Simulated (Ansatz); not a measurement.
TlBr:
Space group Pm-3m (No. 221); a = b = c = 4.0529 Å, α = β = γ = 90.00°

```
atom  site  symmetry       x       y       z
----  ----  --------  ------  ------  ------
Tl      1a      m-3m  0.0000  0.0000  0.0000
Br      1b      m-3m  0.5000  0.5000  0.5000
```

Relaxed with PBE. Independent-particle spectrum: no excitons, no local fields, no scissors shift; 0.1 eV broadening; ε₁ of the summed bands alone.

**Question.** Tabulate the dielectric function from plane-wave PAW PBE (Ansatz code).

**Answer.** 

```
E (eV)  ε₁ xx  ε₂ xx
------  -----  -----
0.0      6.11   0.00
0.5      6.17   0.00
1.0      6.36   0.00
1.5      6.76   0.00
2.0      7.74   0.17
2.5      8.61   0.90
3.0      9.17   2.86
3.5      9.40   4.20
4.0     10.18   7.65
4.5      7.26  11.01
5.0     -1.45  10.69
5.5     -0.62   6.64
6.0     -1.32   4.51
6.5     -0.63   5.09
7.0     -1.21   4.07
7.5     -0.94   1.75
8.0      0.88   1.74
8.5      0.32   2.59
9.0      0.54   2.92
9.5     -0.73   3.27
10.0    -0.73   1.88
10.5    -0.29   1.36
11.0     0.25   1.44
11.5     0.27   1.39
12.0     0.14   1.26
```

**Question.** From ε at 2.9 eV (xx: 9.21 + 2.57i), find n, k, the normal reflectivity and the absorption coefficient.

**Answer.** n = 3.06, k = 0.419, R = 27 %, α = 2kE/ħc = 120000 cm⁻¹.

With all bands, ε∞ without local fields is 6.23.

Symmetry was held in the PBE relaxation. Spin–orbit coupling is left out wherever it is not named.

Potentials: the later of the program's two PAW sets.
